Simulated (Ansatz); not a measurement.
The relaxed structure here is a generated cell of Co2Si: the first start was made by a random draw of sites in a space group, and the end was not matched to a known phase here, so it may be hypothetical.

A relaxed structure of Co2Si. Space group Cmcm (No. 63). Method: PBEsol (plane waves to 420 eV, PAW, scalar-relativistic; Ansatz, a quantum-chemistry and plane-wave program).

```xyz
6
Lattice="3.7188 -2.0959 0.0000 3.7188 2.0959 0.0000 0.0000 0.0000 4.0060" Properties=species:S:1:pos:R:3 pbc="T T T"
Co     2.5074    -0.7697     3.0045
Co     4.9301     0.7697     1.0015
Co     2.5074     0.7697     1.0015
Co     4.9301    -0.7697     3.0045
Si     3.7188    -1.2951     1.0015
Si     3.7188     1.2951     3.0045
```

```json
{
 "volume_per_atom": "10.41 Å³",
 "density": "7.76 g/cm³",
 "band_gap": "no gap (metallic)",
 "magnetic_moment": "net 0.61 μB/atom, ferromagnetic",
 "shortest_distances": "Co–Si 2.39 Å; Co–Co 2.42 Å; Si–Si 2.56 Å",
 "k-mesh": "12×12×11"
}
```

Spin state reached: ferromagnetic (net 0.61 μB/atom), from parallel starting moments; other spin orders were not run from this start.

The run could not lose the symmetry of its start, so the end can be a saddle point.
